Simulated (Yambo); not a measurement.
**Rb3AlF6: lowest vertical excitons**

```
CELL_PARAMETERS angstrom
      0.00000     4.42231     4.42231
      4.42231     0.00000     4.42231
      4.42231     4.42231     0.00000
ATOMIC_POSITIONS crystal
  F  0.79516 0.20484 0.20484
  F  0.20484 0.79516 0.79516
  F  0.20484 0.79516 0.20484
  F  0.79516 0.20484 0.79516
  F  0.20484 0.20484 0.79516
  F  0.79516 0.79516 0.20484
  Al 0.00000 0.00000 0.00000
  Rb 0.75000 0.75000 0.75000
  Rb 0.25000 0.25000 0.25000
  Rb 0.50000 0.50000 0.50000
```

The geometry is that of Materials Project entry mp-1113633, symmetrised and not relaxed again.

BSE in Yambo on PBEsol (pw.x of Quantum ESPRESSO, ONCV potentials, scalar-relativistic) bands: 4×4×4 mesh, 17 valence and 6 conduction bands, static screening with 100 bands and a 3 Ry block, scissor 3.83 eV, Tamm-Dancoff; field along x.

```csv
state,energy (eV),states within 2 meV,relative strength,class,main transitions
1,8.82,3,< 0.01,dark,several band pairs
2,9.34,3,1.00,strong,several band pairs
3,9.36,3,< 0.01,weak,several band pairs
4,9.56,3,< 0.01,dark,several band pairs
5,9.78,1,< 0.01,dark,VB → CB (87 %)
6,9.80,2,< 0.01,dark,several band pairs
```

These are vertical excitations (zero momentum). The direct quasiparticle gap on this mesh is 10.14 eV; counted from there, state 1 is bound by 1.32 eV. Convergence with the mesh was not shown.

Spin singlets only. Strengths are relative to the strongest of the lowest states of this run; strong means a line over 3 % of the spectrum's maximum, dark under 0.03 %. Absolute energies carry the error of the G0W0 scissor, whose convergence isn't established.

The structure is a Materials Project entry; no match was found in the copy of COD used, and its stability was not checked.
